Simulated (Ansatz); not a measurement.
Relaxing cadmium (A15)

Level of theory: DFT, PBEsol, plane waves (420 eV) with PAW, scalar-relativistic in Ansatz. The PAW files were generated under PBE, with cores re-solved for the functional.

k-point mesh 5×5×5, Fermi-Dirac smearing 0.1 eV, no spin polarisation. Cell and atoms relax.

Starting structure:

```xyz
8
Lattice="5.5686 0.0000 0.0000 0.0000 5.5686 0.0000 0.0000 0.0000 5.5686" Properties=species:S:1:pos:R:3 pbc="T T T"
Cd    0.0000    0.0000    0.0000
Cd    2.7843    2.7843    2.7843
Cd    1.3922    0.0000    2.7843
Cd    4.1765    0.0000    2.7843
Cd    2.7843    1.3922    0.0000
Cd    2.7843    4.1765    0.0000
Cd    0.0000    2.7843    1.3922
Cd    0.0000    2.7843    4.1765
```

Problem. What cell does the relaxation end in?

Solution. Pm-3n with a = 5.539 Å; 21.24 Å³ per atom against 21.59 at the start (-1.6 %).

Problem. How much energy does the relaxation gain?

Solution. 1.0 meV per atom.
